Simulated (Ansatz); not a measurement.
## ScBPt$_{3}$: what symmetry allows forces and stress to be

```yaml
crystal:
  lattice:
    - [4.18177, -0.02911, -0.04262]
    - [-0.02911, 4.24558, 0.02911]
    - [-0.04262, 0.02911, 4.18177]
  atoms:
    - { symbol: Sc, position: [0.98473, 0.00000, 0.98473] }
    - { symbol: B, position: [0.47883, 0.50000, 0.47883] }
    - { symbol: Pt, position: [0.01106, 0.47274, 0.53747] }
    - { symbol: Pt, position: [0.53747, 0.52726, 0.01106] }
    - { symbol: Pt, position: [0.48791, 0.00000, 0.48791] }
```

Theory: DFT PBE, scalar-relativistic, plane waves, PAW (Ansatz).

Settings: cutoff 420 eV, Γ-centred mesh 8×8×8 on the computed 5-atom cell, Gaussian smearing of 0.10 eV; no spin polarisation.

This distorted cell has space group C2, with 2 operations.

Q: Without a calculation: in which directions can each atom feel a force?

A: A force must be left unchanged by every operation that keeps its atom in place, so it lies in the space that those operations leave fixed. Atoms that the group maps onto each other feel forces of one size.
```csv
atom,site symmetry,operations at the site,equivalent to atom,allowed force (Cartesian)
Sc1,2,2,1,"along (0.71, 0.00, 0.71)"
B2,2,2,2,"along (0.71, 0.00, 0.71)"
Pt3,1,1,3,any direction
Pt4,1,1,3,any direction
Pt5,2,2,5,"along (0.71, 0.00, 0.71)"
```

That leaves 6 independent force components of 15, tied by 1 condition that the forces sum to zero, so 5 remain. A relaxation in this cell that keeps the symmetry moves the atoms in these directions alone.

Q: And the stress tensor?

A: It must be invariant under the point group, which leaves 4 independent components: xx = zz. Further linear relations between components hold in this frame.

Q: Do the computed values obey this?

A: Yes. Forces (eV/Å):
```
Sc1  0.437  0.000  0.437
B2   1.176  0.000  1.176
Pt3 -1.728 -0.204  0.165
Pt4  0.165  0.204 -1.728
Pt5 -0.050  0.000 -0.050
```

Stress (GPa, compression positive, xx yy zz yz xz xy): 11.32 7.62 11.32 -1.00 -3.20 1.00. The program imposes the same operations on density, forces and stress, so this confirms the analysis and is no independent test of the calculation.

Spin–orbit coupling is left out, which can shift energies with elements as heavy as these.